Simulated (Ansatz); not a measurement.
Input and command of a plane-wave DFT calculation in Ansatz:

```yaml
crystal:
  lattice:
    - [-1.4644352198, 1.4644352198, 1.37608145]
    - [1.4644352198, -1.4644352198, 1.37608145]
    - [1.4644352198, 1.4644352198, -1.37608145]
  atoms:
    - { symbol: Cu, position: [0.0, 0.0, 0.0] }
basis:
  ecutwfc: 500
kpoints:
  mp_grid: { grid: [24, 24, 24] }
hamiltonian:
  xc: r2scan
scf:
  occupations: { method: gaussian, width: 0.15 }
output:
  forces: true
  stress: true
  eigenvalues: true
  write_density: true
  write_potential: true
  elf: true
  volumetric_format: npy
```

```bash
ansatz run input.yaml --threads 1 --pin off --max-ram 2560MiB --backend cpu --events-out ev --progress --plain --runs-dir out
```

Processor: Intel(R) Xeon(R) Platinum 8259CL CPU @ 2.50GHz (Skylake/Cascade Lake), 1 thread, on a host shared with other jobs.

Task: How long does it run, and how much memory does it take?

Result: About 34 s on 1 thread of Intel(R) Xeon(R) Platinum 8259CL CPU @ 2.50GHz (Skylake/Cascade Lake), on a shared host, peak memory 0.55 GiB. It solves 14 bands at 1063 k points (the mesh reduced by symmetry) with about 313 plane waves, in 6 SCF iterations.
